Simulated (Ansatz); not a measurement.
The start is a relaxed TaN cell shaken by Gaussian noise of σ = 0.08 Å a coordinate. Cell shape, volume and atoms are optimised at zero target pressure with r2SCAN (plane waves to 500 eV, PAW, scalar-relativistic; Ansatz, an electronic-structure program). The first steps use a coarse 5×5×6 k-mesh.

Input geometry:
```yaml
crystal:
  lattice:
    - [5.49062, 0.00000, 0.00000]
    - [-2.74531, 4.75501, 0.00000]
    - [0.00000, 0.00000, 4.02100]
  atoms:
    - { symbol: N, position: [0.49051, 0.98928, 0.97515] }
    - { symbol: N, position: [0.99497, 0.50850, 0.99166] }
    - { symbol: N, position: [0.51614, 0.51897, 0.98503] }
    - { symbol: N, position: [0.99813, 0.99632, 0.50006] }
    - { symbol: Ta, position: [0.51826, 0.99830, 0.51160] }
    - { symbol: Ta, position: [0.00584, 0.48275, 0.48179] }
    - { symbol: Ta, position: [0.48016, 0.46975, 0.48536] }
    - { symbol: Ta, position: [0.98948, 0.02092, 0.98070] }
```

Question: How much energy is released per atom?

Answer: 1.30 eV/atom.

Question: How does the volume per atom move from start to end?

Answer: -6.6 %, from 13.12 to 12.25 Å³/atom.

Question: Is the parent structure recovered?

Answer: It does not go back: it reaches C2/m (No. 12), 1.33 eV/atom below the parent.

Question: How do the shortest distances between atoms change?

Answer: The closest pairs of elements (up to four, under 3.6 Å), start → end: N–Ta 1.87 → 2.08 Å; N–N 2.66 → 2.60 Å; Ta–Ta 2.64 → 2.79 Å.

Question: Is the relaxed structure metallic? Give its gap.

Answer: Zero (metallic).

Question: Give the final cell and atomic positions.

Answer: 
```cif
data_N8Ta8
_chemical_formula_sum 'N8 Ta8'
_space_group_name_H-M_alt 'C2/m'
_space_group_IT_number 12
_space_group_name_Hall '-C 2y'
_cell_length_a 9.71275
_cell_length_b 4.23073
_cell_length_c 6.10291
_cell_angle_alpha 90.000
_cell_angle_beta 128.594
_cell_angle_gamma 90.000
loop_
_space_group_symop_operation_xyz
  'x, y, z'
  '-x, -y, -z'
  '-x, y, -z'
  'x, -y, z'
  'x+1/2, y+1/2, z'
  '-x+1/2, -y+1/2, -z'
  '-x+1/2, y+1/2, -z'
  'x+1/2, -y+1/2, z'
loop_
_atom_site_label
_atom_site_type_symbol
_atom_site_symmetry_multiplicity
_atom_site_Wyckoff_symbol
_atom_site_fract_x
_atom_site_fract_y
_atom_site_fract_z
_atom_site_occupancy
N1 N 4 i 0.15059 0.00000 0.54770 1
N2 N 4 i 0.37930 0.00000 0.18099 1
Ta1 Ta 4 i 0.34133 0.00000 0.49337 1
Ta2 Ta 4 i 0.09211 0.00000 0.85907 1
```
(The calculation used a cell of 8 atoms; values per cell refer to that cell.)

Final values are on a 13×13×10 k-mesh of the relaxed cell. No spin polarisation in the result.

Of the parent cell (P6/mmm (No. 191)): The first start was generated by a random draw of sites in a space group. A measured structure of TaN has the same space group, P6/mmm (No. 191); the sites were not compared with it. Another known form has space group No. 225.

The relaxed structure here is a generated cell of TaN: the first start was made by a random draw of sites in a space group, and the end was not matched to a known phase here, so it may be hypothetical. Known forms of TaN include space group No. 225.
